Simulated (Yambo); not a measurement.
Bethe-Salpeter results for MgCrO₄

```xyz
12
Lattice="2.7432 -4.1640 0.0000 2.7432 4.1640 0.0000 0.0000 0.0000 6.3368" Properties=species:S:1:pos:R:3 pbc="T T T"
O      4.1282     0.2219     4.7526
O      1.3582    -0.2219     1.5842
O      4.1282    -0.2219     1.5842
O      1.3582     0.2219     4.7526
O      2.7432     2.1118     6.0703
O      2.7432    -2.1118     0.2665
O      2.7432    -2.1118     2.9019
O      2.7432     2.1118     3.4348
Mg     0.0000     0.0000     0.0000
Mg     0.0000     0.0000     3.1684
Cr     2.7432     1.1778     4.7526
Cr     2.7432    -1.1778     1.5842
```

The geometry is that of Materials Project entry mp-19120, symmetrised and not relaxed again.

BSE in Yambo on PBEsol (pw.x of Quantum ESPRESSO, ONCV potentials, scalar-relativistic) bands: 4×4×4 mesh, 21 valence and 10 conduction bands, static screening with 101 bands and a 3 Ry block, scissor 2.48 eV, Tamm-Dancoff; field along x.

| state | energy (eV) | states within 2 meV | relative strength | class | main transitions |
|---|---|---|---|---|---|
| 1 | 3.08 | 1 | < 0.01 | dark | several band pairs |
| 2 | 3.08 | 1 | < 0.01 | dark | several band pairs |
| 3 | 3.13 | 1 | 0.07 | weak | several band pairs |
| 4 | 3.13 | 1 | < 0.01 | dark | several band pairs |
| 5 | 3.29 | 1 | < 0.01 | dark | several band pairs |
| 6 | 3.31 | 1 | < 0.01 | dark | several band pairs |

These are vertical excitations (zero momentum). The direct quasiparticle gap on this mesh is 4.97 eV; counted from there, state 1 is bound by 1.89 eV. On a 2×2×2 mesh the same difference is 1.88 eV.

Spin singlets only. Strengths are relative to the strongest of the lowest states of this run; strong means a line over 3 % of the spectrum's maximum, dark under 0.03 %. Absolute energies carry the error of the G0W0 scissor, whose convergence isn't established; the long-wavelength screening was taken along (1,1,1) although the crystal is anisotropic.

The 3d shell has no Hubbard U; the runs are without spin polarisation, and magnetic order was not tried.
